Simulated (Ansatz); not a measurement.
SiC:
```cif
data_C4Si4
_chemical_formula_sum 'C4 Si4'
_space_group_name_H-M_alt 'F-43m'
_space_group_IT_number 216
_space_group_name_Hall 'F -4 2 3'
_cell_length_a 4.35634
_cell_length_b 4.35634
_cell_length_c 4.35634
_cell_angle_alpha 90.000
_cell_angle_beta 90.000
_cell_angle_gamma 90.000
loop_
_atom_site_label
_atom_site_type_symbol
_atom_site_symmetry_multiplicity
_atom_site_Wyckoff_symbol
_atom_site_fract_x
_atom_site_fract_y
_atom_site_fract_z
_atom_site_occupancy
C1 C 4 c 0.25000 0.25000 0.25000 1
Si1 Si 4 a 0.00000 0.00000 0.00000 1
```
(The calculation used a cell of 2 atoms; values per cell refer to that cell.)

Relaxed with r²SCAN.

**Question.** Which orbitals make up the states near the band edges in r²SCAN in the plane-wave PAW code Ansatz?

**Answer.** Top 1 eV of the valence band: C 2p 83 %, Si 3p 13 %. Bottom 1 eV of the conduction band: Si 3p 51 %, C 2s 27 %, C 2p 5 %, outside the projected shells 16 %. Projections are on Löwdin-orthogonalised atomic valence shells; empty p or d shells of many metals are not among them.

**Question.** Tabulate the density of states.

**Answer.** States/eV per cell of 2 atoms, in 0.25 eV bins, energy from the valence-band maximum.

| E (eV) | total | C 2p | Si 3p | Si 3s |
|---|---|---|---|---|
| -7.85 | 0.53 | 0.27 | 0.11 | 0.13 |
| -7.60 | 0.95 | 0.49 | 0.14 | 0.27 |
| -7.35 | 1.34 | 0.68 | 0.17 | 0.41 |
| -7.10 | 0.69 | 0.34 | 0.12 | 0.16 |
| -6.85 | 0.49 | 0.24 | 0.09 | 0.10 |
| -6.60 | 0.40 | 0.20 | 0.07 | 0.07 |
| -6.35 | 0.34 | 0.17 | 0.06 | 0.06 |
| -6.10 | 0.30 | 0.15 | 0.06 | 0.05 |
| -5.85 | 0.27 | 0.14 | 0.05 | 0.04 |
| -5.60 | 0.46 | 0.24 | 0.13 | 0.04 |
| -5.35 | 0.69 | 0.38 | 0.21 | 0.04 |
| -5.10 | 0.66 | 0.37 | 0.20 | 0.05 |
| -4.85 | 0.66 | 0.37 | 0.19 | 0.05 |
| -4.60 | 0.65 | 0.37 | 0.19 | 0.05 |
| -4.35 | 0.69 | 0.40 | 0.20 | 0.05 |
| -4.10 | 0.74 | 0.43 | 0.22 | 0.05 |
| -3.85 | 0.79 | 0.47 | 0.24 | 0.04 |
| -3.60 | 0.87 | 0.53 | 0.26 | 0.04 |
| -3.35 | 1.04 | 0.65 | 0.32 | 0.04 |
| -3.10 | 1.09 | 0.69 | 0.33 | 0.04 |
| -2.85 | 1.06 | 0.69 | 0.31 | 0.03 |
| -2.60 | 1.05 | 0.69 | 0.29 | 0.03 |
| -2.35 | 1.03 | 0.70 | 0.27 | 0.02 |
| -2.10 | 1.02 | 0.71 | 0.26 | 0.02 |
| -1.85 | 1.02 | 0.73 | 0.24 | 0.02 |
| -1.60 | 1.00 | 0.74 | 0.22 | 0.01 |
| -1.35 | 1.01 | 0.77 | 0.20 | 0.01 |
| -1.10 | 0.87 | 0.68 | 0.16 | 0.01 |
| -0.85 | 0.62 | 0.50 | 0.10 | 0.00 |
| -0.60 | 0.48 | 0.40 | 0.06 | 0.00 |
| -0.35 | 0.36 | 0.31 | 0.04 | 0.00 |
| -0.10 | 0.16 | 0.14 | 0.01 | 0.00 |
| 0.15 | 0.00 | 0.00 | 0.00 | 0.00 |
| 0.40 | 0.00 | 0.00 | 0.00 | 0.00 |
| 0.65 | 0.00 | 0.00 | 0.00 | 0.00 |
| 0.90 | 0.00 | 0.00 | 0.00 | 0.00 |
| 1.15 | 0.00 | 0.00 | 0.00 | 0.00 |
| 1.40 | 0.00 | 0.00 | 0.00 | 0.00 |
| 1.65 | 0.00 | 0.00 | 0.00 | 0.00 |
| 1.90 | 0.02 | 0.00 | 0.01 | 0.00 |
| 2.15 | 0.06 | 0.00 | 0.03 | 0.00 |
| 2.40 | 0.08 | 0.00 | 0.04 | 0.00 |
| 2.65 | 0.11 | 0.01 | 0.05 | 0.00 |
| 2.90 | 0.14 | 0.01 | 0.07 | 0.00 |
| 3.15 | 0.17 | 0.02 | 0.08 | 0.00 |
| 3.40 | 0.20 | 0.02 | 0.09 | 0.01 |
| 3.65 | 0.23 | 0.03 | 0.11 | 0.01 |
| 3.90 | 0.27 | 0.04 | 0.12 | 0.01 |
| 4.15 | 0.31 | 0.05 | 0.14 | 0.01 |
| 4.40 | 0.35 | 0.06 | 0.16 | 0.02 |
| 4.65 | 0.40 | 0.07 | 0.18 | 0.02 |
| 4.90 | 0.47 | 0.09 | 0.20 | 0.03 |
| 5.15 | 0.60 | 0.13 | 0.24 | 0.05 |
| 5.40 | 0.80 | 0.19 | 0.31 | 0.06 |
| 5.65 | 0.89 | 0.21 | 0.34 | 0.08 |
| 5.90 | 0.74 | 0.14 | 0.28 | 0.09 |
| 6.15 | 0.90 | 0.13 | 0.31 | 0.15 |
| 6.40 | 0.73 | 0.10 | 0.24 | 0.14 |

Symmetry was held in the r²SCAN relaxation; phonons on a q-mesh show no instability.

Potentials: the later of the program's two PAW sets.
